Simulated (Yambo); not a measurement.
G0W0@PBEsol for KHgF3 (space group Cmmm, No. 65, within 0.06 Å of Pm-3m) in Yambo (2×2×2 mesh, 7 Ry block, plasmon pole, screening fixed), without a terminator:

```
bands N in G  gap (-0.5, -0.5, -0.5) → Γ (eV)  shift of the valence edge (eV)
------------  -------------------------------  ------------------------------
120                                     1.944                          -0.235
190                                     1.988                          -0.521
284                                     2.046                          -0.694
```

Q: Extrapolate both columns to infinite N with E(N) = E∞ + A/N, test the form, and compare with the terminator.

A: From two points, E∞ = (N2 E2 − N1 E1)/(N2 − N1). The two largest N give 2.16 eV for the gap and -1.04 eV for the shift; the two smallest give 2.06 eV and -1.01 eV. For the gap the slopes A are -14 and -33 eV: the form isn't reached, and its limit is uncertain. For the shift the slopes A are 93 and 99 eV: the 1/N form holds. With the Bruneval-Gonze terminator and 284 bands the run gives 2.21 eV and -0.96 eV, 0.04 eV and 0.09 eV from the extrapolated values: the terminator too is an estimate of the remainder. Block, mesh and the bands in W are held fixed.

Spin-orbit coupling is included.

Geometry of the Materials Project entry, not relaxed at this level; primitive cell a = b = 4.533 Å, c = 4.524 Å, α = β = 90.00°, γ = 90.11°.

A shift is the quasiparticle energy of the state minus its PBEsol energy.
